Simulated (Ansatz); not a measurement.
Input, command and steps of an Ansatz relaxation.

```yaml
crystal:
  lattice:
    - [4.68, 0.0, 0.0]
    - [0.0, 5.66, 0.0]
    - [-0.02834, 0.0, 4.91992]
  atoms:
    - { symbol: Mg, position: [0.5, 0.32, 0.75] }
    - { symbol: Mg, position: [0.5, 0.68, 0.25] }
    - { symbol: W, position: [0.0, 0.818, 0.75] }
    - { symbol: W, position: [0.0, 0.182, 0.25] }
basis:
  ecutwfc: 420
kpoints:
  mp_grid: { grid: [4, 4, 4] }
hamiltonian:
  xc: pbe
scf:
  occupations: { method: gaussian, width: 0.1 }
  lower_state_search: "off"
output:
  forces: true
  stress: true
  eigenvalues: true
relax:
  adjacent_minimum: "off"
  f_tol: 0.04
  max_steps: 70
  cell: { stress_tol: 0.4 }
```

```bash
ansatz run input.yaml --threads 1 --pin off --max-ram 2560MiB --backend cpu --events-out ev --progress --plain --runs-dir out
```

These are results of Ansatz, DFT PBE, scalar-relativistic, plane waves, PAW, not measurements.

Of 20 frames 10 are shown, positions in Å and forces in eV/Å; the SCF threshold varies from step to step. Steps run on the plane waves of an earlier cell, with a Pulay correction in the pressure. The basis is chosen afresh for the last frame, the zero of the energies, and at times for earlier ones too; energy and pressure step there, also at an unchanged geometry.

```xyz
4
Lattice="4.6800 0.0000 0.0000 0.0000 5.6600 0.0000 -0.0283 0.0000 4.9199" Properties=species:S:1:pos:R:3:forces:R:3 pbc="T T T" step=1 free_energy_over_end_meV_per_atom=2023.34 pressure_GPa=-20.59
Mg    2.3187    1.8112    3.6899    0.0000   -0.5946    0.0000
Mg    2.3329    3.8488    1.2300    0.0000    0.5946    0.0000
W    -0.0213    4.6299    3.6899    0.0000    2.8131    0.0000
W    -0.0071    1.0301    1.2300    0.0000   -2.8131    0.0000
4
Lattice="4.3680 0.0000 0.0030 0.0000 5.2151 0.0000 -0.0233 0.0000 4.4386" Properties=species:S:1:pos:R:3:forces:R:3 pbc="T T T" step=3 free_energy_over_end_meV_per_atom=778.50 pressure_GPa=-14.67
Mg    2.1666    1.5817    3.3305    0.0000   -0.7685    0.0000
Mg    2.1782    3.6334    1.1112    0.0000    0.7685    0.0000
W    -0.0174    4.5279    3.3289    0.0000   -0.2128    0.0000
W    -0.0058    0.6872    1.1096    0.0000    0.2128    0.0000
4
Lattice="3.9338 0.0000 0.0114 0.0000 4.8298 0.0000 -0.0119 0.0000 4.0409" Properties=species:S:1:pos:R:3:forces:R:3 pbc="T T T" step=5 free_energy_over_end_meV_per_atom=334.02 pressure_GPa=-3.37
Mg    1.9580    1.3666    3.0363    0.0000    0.0628    0.0000
Mg    1.9639    3.4632    1.0159    0.0000   -0.0628    0.0000
W    -0.0089    4.0348    3.0307    0.0000   -0.1204    0.0000
W    -0.0030    0.7950    1.0102    0.0000    0.1204    0.0000
4
Lattice="3.8821 0.0000 0.0107 0.0000 4.5416 0.0000 -0.0122 0.0000 4.0938" Properties=species:S:1:pos:R:3:forces:R:3 pbc="T T T" step=7 free_energy_over_end_meV_per_atom=307.07 pressure_GPa=0.11
Mg    1.9319    1.2936    3.0757    0.0000   -0.0315    0.0000
Mg    1.9380    3.2481    1.0288    0.0000    0.0315    0.0000
W    -0.0092    3.7431    3.0703    0.0000   -0.0702    0.0000
W    -0.0031    0.7985    1.0234    0.0000    0.0702    0.0000
4
Lattice="4.1464 0.0000 0.0123 0.0000 4.2366 0.0000 -0.0121 0.0000 4.0984" Properties=species:S:1:pos:R:3:forces:R:3 pbc="T T T" step=9 free_energy_over_end_meV_per_atom=251.26 pressure_GPa=-1.51
Mg    2.0641    1.1328    3.0800    0.0000   -0.1206    0.0000
Mg    2.0702    3.1038    1.0308    0.0000    0.1206    0.0000
W    -0.0091    3.4204    3.0738    0.0000   -0.6297    0.0000
W    -0.0030    0.8162    1.0246    0.0000    0.6297    0.0000
4
Lattice="4.6835 0.0000 0.0153 0.0000 3.6823 0.0000 -0.0123 0.0000 3.9684" Properties=species:S:1:pos:R:3:forces:R:3 pbc="T T T" step=12 free_energy_over_end_meV_per_atom=42.48 pressure_GPa=1.19
Mg    2.3325    0.9075    2.9840    0.0000    0.1419    0.0000
Mg    2.3387    2.7748    0.9998    0.0000   -0.1419    0.0000
W    -0.0092    2.7978    2.9763    0.0000   -0.0163    0.0000
W    -0.0031    0.8845    0.9921    0.0000    0.0163    0.0000
4
Lattice="4.7842 0.0000 0.0172 0.0000 3.1976 0.0000 -0.0109 0.0000 4.3748" Properties=species:S:1:pos:R:3:forces:R:3 pbc="T T T" step=14 free_energy_over_end_meV_per_atom=8.29 pressure_GPa=4.00
Mg    2.3839    0.7948    3.2897    0.0000    0.0179    0.0000
Mg    2.3894    2.4028    1.1023    0.0000   -0.0179    0.0000
W    -0.0082    2.3646    3.2811    0.0000    0.1681    0.0000
W    -0.0027    0.8330    1.0937    0.0000   -0.1681    0.0000
4
Lattice="4.8605 0.0000 0.0173 0.0000 3.1651 0.0000 -0.0113 0.0000 4.4735" Properties=species:S:1:pos:R:3:forces:R:3 pbc="T T T" step=16 free_energy_over_end_meV_per_atom=-0.09 pressure_GPa=-0.19
Mg    2.4218    0.7898    3.3638    0.0000   -0.0001    0.0000
Mg    2.4274    2.3754    1.1270    0.0000    0.0001    0.0000
W    -0.0084    2.3545    3.3551    0.0000    0.0634    0.0000
W    -0.0028    0.8106    1.1184    0.0000   -0.0634    0.0000
4
Lattice="4.8550 0.0000 0.0162 0.0000 3.1566 0.0000 -0.0124 0.0000 4.4813" Properties=species:S:1:pos:R:3:forces:R:3 pbc="T T T" step=18 free_energy_over_end_meV_per_atom=-0.39 pressure_GPa=0.06
Mg    2.4182    0.7891    3.3690    0.0000   -0.0105    0.0000
Mg    2.4244    2.3675    1.1284    0.0000    0.0105    0.0000
W    -0.0093    2.3535    3.3610    0.0000    0.0493    0.0000
W    -0.0031    0.8031    1.1203    0.0000   -0.0493    0.0000
4
Lattice="4.8539 0.0000 0.0151 0.0000 3.1529 0.0000 -0.0135 0.0000 4.4862" Properties=species:S:1:pos:R:3:forces:R:3 pbc="T T T" step=20 free_energy_over_end_meV_per_atom=0.00 pressure_GPa=0.07
Mg    2.4169    0.7895    3.3722    0.0000   -0.0148    0.0000
Mg    2.4236    2.3634    1.1291    0.0000    0.0148    0.0000
W    -0.0101    2.3597    3.3646    0.0000    0.0168    0.0000
W    -0.0034    0.7932    1.1215    0.0000   -0.0168    0.0000
```

The cell shrinks from 32.6 to 17.2 Å³ an atom. At the end the space group is Cmmm (tolerance 0.05 Å).

The run took 110 s on 1 thread of Arm Neoverse V2, with other jobs on the host, peak memory 0.41 GiB.

The k mesh is coarse. Spin–orbit coupling is left out, which can shift energies with elements as heavy as these.